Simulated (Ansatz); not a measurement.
CuI (zinc blende, F-43m), the program Ansatz at the r²SCAN level (PAW): ε∞ = 5.71, cell volume 54.56 Å³. Infrared-active transverse modes:

```json
[
 {"ω_TO (cm⁻¹)": "129.4", "oscillator strength S_xx (e²/amu)": "0.02534"}
]
```

Problem. Compute the static dielectric constant.

Solution. Each mode adds (4.921e7/V) S/ω²: 1.36. So ε0 = 7.07.

Problem. What LO frequency does the Lyddane–Sachs–Teller relation give?

Solution. ω_LO = ω_TO √(ε0/ε∞) = 144 cm⁻¹.

The cell was relaxed with r²SCAN under the symmetry of its start. The run is not spin-polarised. Scalar-relativistic: spin–orbit coupling is off unless named, which matters more the heavier the elements.

Potentials: the earlier of the program's two PAW sets. The files were generated under PBE; for other functionals the program regenerates the frozen cores, and for LDA and PBEsol the local potential too.
